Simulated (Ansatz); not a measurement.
# Relaxing a structure of LaSnIr

The relaxed structure here is a generated cell of LaSnIr: the first start was made by placing the elements on the sites of a structure type, and the end was not matched to a known phase here, so it may be hypothetical.

The start is a generated trial cell of LaSnIr in the AFLOW prototype ABC_hP3_187_a_d_f (as in BaSbPt). A full variable-cell relaxation at zero pressure is run with r2SCAN (plane waves to 500 eV, PAW, scalar-relativistic; Ansatz, a quantum-chemistry and plane-wave program). First-step values are on the input's coarse k-mesh.

Ansatz input (later rounds restart from its end on a renewed k-mesh):
Ansatz 0.2 input:
```yaml
crystal:
  lattice:
    - [4.2015484, 0, 0]
    - [-2.1007742, 3.6386477, 0]
    - [0, 0, 4.524887]
  atoms:
    - { symbol: La, position: [0, 0, 0] }
    - { symbol: Sn, position: [0.33333333, 0.66666667, 0.5] }
    - { symbol: Ir, position: [0.66666667, 0.33333333, 0.5] }
basis: { ecutwfc: 500, ecutrho_ratio: 4, xc_grid: 4, fft_grid_basis: typed }
kpoints: { mp_grid: { grid: [9, 9, 7] } }
hamiltonian:
  xc: r2scan
  dispersion: none
  pseudopotentials: { kind: paw }
scf: { occupations: { method: fermi_dirac, width: 0.05 } }
relax: { f_tol: 0.01, max_steps: 100, cell: { stress_tol: 0.02 } }
output: { forces: true, stress: true }
```

**Question.** How large is the pressure on the unrelaxed cell, and of which sign?

**Answer.** +19.8 GPa (positive: the cell is compressed).

**Question.** How much energy is released per atom?

**Answer.** 0.30 eV/atom.

**Question.** How does the volume change?

**Answer.** +8.1 %, from 23.06 to 24.93 Å³/atom.

**Question.** How do the shortest distances between atoms change?

**Answer.** The closest pairs of elements (up to four, under 3.6 Å), start → end: Ir–Sn 2.43 → 2.65 Å; La–Sn 3.32 → 3.35 Å; Ir–La 3.32 → 3.35 Å.

**Question.** Is the relaxed structure metallic? Give its gap.

**Answer.** No gap (metallic).

**Question.** Write out the relaxed structure.

**Answer.** 
```cif
data_IrLaSn
_chemical_formula_sum 'La1 Sn1 Ir1'
_space_group_name_H-M_alt 'P-6m2'
_space_group_IT_number 187
_space_group_name_Hall 'P -6 2'
_cell_length_a 4.59498
_cell_length_b 4.59498
_cell_length_c 4.08951
_cell_angle_alpha 90.000
_cell_angle_beta 90.000
_cell_angle_gamma 120.000
loop_
_atom_site_label
_atom_site_type_symbol
_atom_site_symmetry_multiplicity
_atom_site_Wyckoff_symbol
_atom_site_fract_x
_atom_site_fract_y
_atom_site_fract_z
_atom_site_occupancy
La1 La 1 a 0.00000 0.00000 0.00000 1
Sn1 Sn 1 f 0.66667 0.33333 0.50000 1
Ir1 Ir 1 d 0.33333 0.66667 0.50000 1
```

The space group stays P-6m2 (No. 187) (the run could not lower it); the end is AFLOW prototype ABC_hP3_187_a_d_f (as in BaSbPt), with 3 atoms in the primitive cell. Final values are on a 12×12×11 k-mesh of the relaxed cell. No spin polarisation in the result.

The run could not lower the symmetry of its start; a shaken copy of this end point relaxes with r2SCAN to Amm2 (No. 38), 0.04 eV/atom lower.
